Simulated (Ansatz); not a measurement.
KZnF3 (cubic perovskite, Pm-3m) under volume change, plane-wave PAW PBEsol (Ansatz code), scaled uniformly.

```json
[
 {"V (Å³/atom)": "12.110", "E − E(relaxed) (meV/atom)": "32.2", "P (GPa)": "9.41"},
 {"V (Å³/atom)": "12.509", "E − E(relaxed) (meV/atom)": "13.5", "P (GPa)": "5.73"},
 {"V (Å³/atom)": "12.908", "E − E(relaxed) (meV/atom)": "3.2", "P (GPa)": "2.63"},
 {"V (Å³/atom)": "13.307", "E − E(relaxed) (meV/atom)": "0.0", "P (GPa)": "0.01"},
 {"V (Å³/atom)": "13.707", "E − E(relaxed) (meV/atom)": "?", "P (GPa)": "?"},
 {"V (Å³/atom)": "14.106", "E − E(relaxed) (meV/atom)": "?", "P (GPa)": "?"},
 {"V (Å³/atom)": "14.505", "E − E(relaxed) (meV/atom)": "22.7", "P (GPa)": "-5.60"}
]
```

Q: Fill in the missing entries.

A: 
- 14.106, E − E(relaxed) (meV/atom): 10.6
- 14.106, P (GPa): -4.04
- 13.707, E − E(relaxed) (meV/atom): 2.8
- 13.707, P (GPa): -2.19

Q: What does a third-order Birch–Murnaghan fit give for V₀, B₀ and B′?

A: V₀ = 13.31 Å³/atom, B₀ = 79.7 GPa, B′ = 4.7.

The cell was relaxed with PBEsol under the symmetry of its start.

Potentials: the later of the program's two PAW sets.
